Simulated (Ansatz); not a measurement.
SnTe3 under compression: one row to predict

The structure comes from a generated guess, relaxed at this level; another structure or a mixture of phases may lie lower.

These are results of DFT PBE, scalar-relativistic, plane waves, PAW in Ansatz 0.2.0, not measurements. Plane waves to 420 eV, a 10×10×10 mesh through Γ for the 4-atom cell and 0.10 eV Gaussian smearing; no spin polarisation.

```yaml
crystal:
  lattice:
    - [-3.20830, 3.20830, 3.20830]
    - [3.20830, -3.20830, 3.20830]
    - [3.20830, 3.20830, -3.20830]
  atoms:
    - { symbol: Sn, position: [0.00000, 0.00000, 0.00000] }
    - { symbol: Te, position: [0.00000, 0.50000, 0.50000] }
    - { symbol: Te, position: [0.50000, 0.00000, 0.50000] }
    - { symbol: Te, position: [0.50000, 0.50000, 0.00000] }
```

The cell was set to several volumes, with shape and atoms relaxed at each where symmetry leaves them free. Pressure is positive in compression, and energies count from the lowest row. No row has a gap on its mesh.

| row | V (Å³/atom) | P (GPa) | ΔE (meV/atom) |
| --- | --- | --- | --- |
| 1 | 29.061 | 7.33 | 81.0 |
| 2 | 30.051 | ? | ? |
| 3 | 31.042 | 3.05 | 18.0 |
| 4 | 32.033 | 1.39 | 4.3 |
| 5 | 33.024 | -0.01 | 0.0 |
| 6 | 34.014 | -1.19 | 3.7 |
| 7 | 35.005 | -2.21 | 14.3 |
| 8 | 36.326 | -3.32 | 37.3 |

Question: Find B = −V·ΔP/ΔV from rows 4 and 6 and from rows 1 and 3, and from the two its slope B′ and its value B0 at zero pressure.

Answer: Rows 4 and 6 give −(32.033 + 34.014)/2 × (-1.19 − (1.39))/(34.014 − 32.033) = 43.0 GPa at a mean pressure of 0.10 GPa. Rows 1 and 3 give −(29.061 + 31.042)/2 × (3.05 − (7.33))/(31.042 − 29.061) = 64.9 GPa at a mean pressure of 5.19 GPa. So B′ = (64.9 − 43.0)/(5.19 − (0.10)) = 4.30 and B0 = 43.0 − 4.30 × (0.10) = 42.6 GPa. A third-order Birch–Murnaghan fit to all the energies gives B0 = 43.1 GPa and B′ = 4.4.

Question: Estimate the pressure and energy of row 2.

Answer: From row 5, V0 = 33.024 × (1 + (-0.01)/42.6) = 33.016 Å³/atom. Murnaghan's form P = (B0/B′)·[(V0/V)^B′ − 1] gives (42.6/4.30) × [(33.016/30.051)^4.30 − 1] = 4.94 GPa; the computed pressure is 5.01 GPa, so the estimate is off by -0.07 GPa. The work of compression from row 3, with the mean of the two pressures, gives ΔE = 18.0 + (4.94 + 3.05)/2 × (31.042 − 30.051)/160.2 × 1000 = 42.7 meV/atom (1 eV/Å³ = 160.2 GPa); the computed value is 42.9 meV/atom.

Spin–orbit coupling, which can matter for Te, is left out. All volumes keep the k mesh of the relaxed cell. Symmetry constrained the relaxation, so the result can be a saddle point.
